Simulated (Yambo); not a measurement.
G0W0@LDA for Y2CN2O2 (space group P-3m1, No. 164) in Yambo. Reference settings: 3×3×1 Γ-centred k mesh, 146 bands and a 7 Ry block in the screening, 146 bands in G with the Bruneval-Gonze terminator, plasmon pole fitted at 27.2 eV. The LDA gap Γ → Γ on this mesh is 3.73 eV; G0W0 gaps are taken between the same points.

The settings were changed. The gap went from 5.27 eV to 5.36 eV, and the shift of the valence edge from -0.68 eV to -0.44 eV.

Problem. Which change was made?
A) 60 bands in W, 60 bands in G
B) 6 Ry block
C) no terminator
D) pole fitted at 10 eV

Solution. A, 60 bands in W, 60 bands in G. The others gave (gap, valence shift): pole fitted at 10 eV: 5.24, -0.56 eV; no terminator: 5.16, -0.47 eV; 6 Ry block: 5.25, -0.67 eV.

Geometry of the Materials Project entry, not relaxed at this level; primitive cell a = 3.6990 Å, b = 3.6990 Å, c = 8.1689 Å, α = 90.00°, β = 90.00°, γ = 120.00°.

The structure is a Materials Project entry; no match was found in the copy of COD used, and its stability was not checked.

A shift is the quasiparticle energy of the state minus its LDA energy.
